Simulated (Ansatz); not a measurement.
RhPb single point

input.yaml (Ansatz 0.2.0)

```yaml
crystal:
  lattice:
    - [4.19637314, 0.0, 0.0]
    - [0.0, 4.19637314, 0.0]
    - [0.0, 0.0, 5.26913021]
  atoms:
    - { symbol: Pb, position: [0.0, 0.5, 0.24] }
    - { symbol: Pb, position: [0.5, 0.0, 0.76] }
    - { symbol: Rh, position: [0.0, 0.0, 0.0] }
    - { symbol: Rh, position: [0.5, 0.5, 0.0] }
  symmetry: { tolerance: 0.0003 }
kpoints:
  mp_grid: { grid: [8, 8, 7], shift: [0, 0, 0] }
  band_path:
    path:
      - [0.0, 0.0, 0.0]
      - [0.0, 0.5, 0.0]
      - [0.5, 0.5, 0.0]
      - [0.0, 0.0, 0.0]
      - [0.0, 0.0, 0.5]
      - [0.0, 0.5, 0.5]
      - [0.5, 0.5, 0.5]
      - [0.0, 0.0, 0.5]
      - [0.0, 0.5, 0.0]
      - [0.0, 0.5, 0.5]
      - [0.5, 0.5, 0.0]
    npoints: 6
magnetization:
  spin_polarized: false
scf:
  occupations: { method: fermi_dirac }
  lower_state_search: "off"
  max_iter: 200
hamiltonian:
  pseudopotentials: { kind: paw }
  xc: pbesol
basis:
  ecutwfc: 420
  fft_grid_basis: typed
output:
  forces: true
  stress: true
  eigenvalues: true
  bader: true
  populations: true
  elf: true
  write_potential: true
  volumetric_format: npy
  dos:
    e_range: [-12, 8]
    de: 0.05
    projected: { site_lists: { Pb: [Pb], Rh: [Rh] } }
checkpoint:
  read: saved_state
```

The run starts from an earlier solution of this cell. 

Excerpt of what it printed:

```
SCF iter   1: F=—  Δρ=2.13e-3  dr2=5.59e-3
SCF iter   2: F=—  Δρ=1.73e-3  dr2=2.67e-3
SCF iter   3: F=—  Δρ=4.61e-4  dr2=2.12e-4
SCF iter   4: F=—  Δρ=7.33e-5  dr2=8.01e-6
SCF iter   5: F=—  Δρ=2.06e-5  dr2=3.07e-7
SCF iter   6: F=-36184.1194 eV  Δρ=5.13e-6  dr2=1.75e-8
Free energy (F): -36184.1194 eV
Harris-Foulkes:  -36184.1194 eV  (|F-HF|=1.47e-8)
Internal energy: -36184.0616 eV  (E = F + TS)
E sigma→0 (E₀):  -36184.0905 eV
Entropy (-TS):   -0.0578 eV (-14.460 meV/atom)
Fermi energy:    12.7876 eV
--- Per-component energies (eV) ---
  E_band       = -492.5478
  E_kinetic    = 1754.8155
  E_local      = -8171.0254  (includes V_loc(G=0)·N_el)
  E_nonlocal   = 1429.4712
  E_hartree    = 3279.1459
  E_xc         = -882.1397
  E_vxc        = -825.7584  (∫ρ·V_xc dr)
  E_paw        = -27574.3753  (= ΣΔE_a)
  E_vpaw       = -1238.3425  (= ΣTr[D̂ρ^β])
  E_aug_tail   = 0.0017  (compensation charges beyond the density's cutoff)
  E_ewald      = -6020.6322
  E_core_change = 0.6766  (= ΣΔE_core)
  E_smearing   = -0.0578  (= −TS)
--- Stress (GPa, compression-positive) ---
       25.0370       0.0000       0.0000
        0.0000      25.0370       0.0000
        0.0000       0.0000      18.7574
  P = ⅓ Tr σ = 22.9438 GPa (229.438 kbar)
--- Löwdin populations: 4 sites ---
  site symbol       q [e]
     0     Pb     13.8234
     1     Pb     13.8234
     2     Rh     17.0237
     3     Rh     17.0237
  spilling = 0.0049 (of n_electrons = 62.0000)
--- Bader charges: 4 sites ---
  site symbol  charge [e]  shift [e]
     0     Pb      0.4245     0.0025
     1     Pb      0.4245     0.0025
     2     Rh     -0.4245     0.0025
     3     Rh     -0.4245     0.0025
```

Origin: a known structure type with other elements, at an estimated volume, so it need not be a known compound. Caveats: atoms or cell far from equilibrium.
